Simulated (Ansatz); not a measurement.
AlNi:
```cif
data_AlNi
_chemical_formula_sum 'Al1 Ni1'
_space_group_name_H-M_alt 'Pm-3m'
_space_group_IT_number 221
_space_group_name_Hall '-P 4 2 3'
_cell_length_a 2.86330
_cell_length_b 2.86330
_cell_length_c 2.86330
_cell_angle_alpha 90.000
_cell_angle_beta 90.000
_cell_angle_gamma 90.000
loop_
_atom_site_label
_atom_site_type_symbol
_atom_site_symmetry_multiplicity
_atom_site_Wyckoff_symbol
_atom_site_fract_x
_atom_site_fract_y
_atom_site_fract_z
_atom_site_occupancy
Al1 Al 1 a 0.00000 0.00000 0.00000 1
Ni1 Ni 1 b 0.50000 0.50000 0.50000 1
```

This is the r²SCAN-relaxed structure.

Question: All from the program Ansatz at the r²SCAN level (PAW), unless another level is named. Estimate the formation energy from the elements (no fitted shifts).

Answer: -0.68 eV/atom.

Question: Give the density of states at the Fermi level.

Answer: 0.40 states/eV per atom (mean over ±0.08 eV).

The r²SCAN relaxation kept the symmetry of its start; of distortions, only those at the zone centre were tested. The workflow began spin-polarised and lost its moments. The references are the lowest solids computed at this level, not always the standard phases.

Potentials: the later of the program's two PAW sets.
